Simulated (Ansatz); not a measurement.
A: Ge (diamond), a = 5.6744 Å, b = 5.6744 Å, c = 5.6744 Å, α = 90.00°, β = 90.00°, γ = 90.00°
B: CuI (zinc blende), a = 6.023 Å, b = 6.023 Å, c = 6.023 Å, α = 90.00°, β = 90.00°, γ = 90.00°
C: CoSi₂ (fluorite type, space group Fm-3m), a = 5.3149 Å, b = 5.3149 Å, c = 5.3149 Å, α = 90.00°, β = 90.00°, γ = 90.00°
D: TiC (rock salt), a = b = c = 4.3278 Å, α = β = γ = 90.00°

Scan: energy against volume (even scaling of the relaxed cell, symmetry kept). One method and one kind of scan serve all of them; meshes and ranges differ. All were relaxed with their symmetry unable to fall. CoSi2 is run without spin polarisation. CuI is run without spin polarisation. Spin-orbit coupling is left out. TiC is run without spin polarisation.

### Question
Put the candidates in order of bulk modulus (fitted), lowest first, for r2SCAN (plane waves to 500 eV, PAW, scalar-relativistic; Ansatz, a first-principles code).

### Answer
B (43.8 GPa), A (70.6 GPa), C (196 GPa), D (262 GPa)

(A scan under strain: stresses follow from slopes of the energy per volume, elastic moduli from its curvatures.)
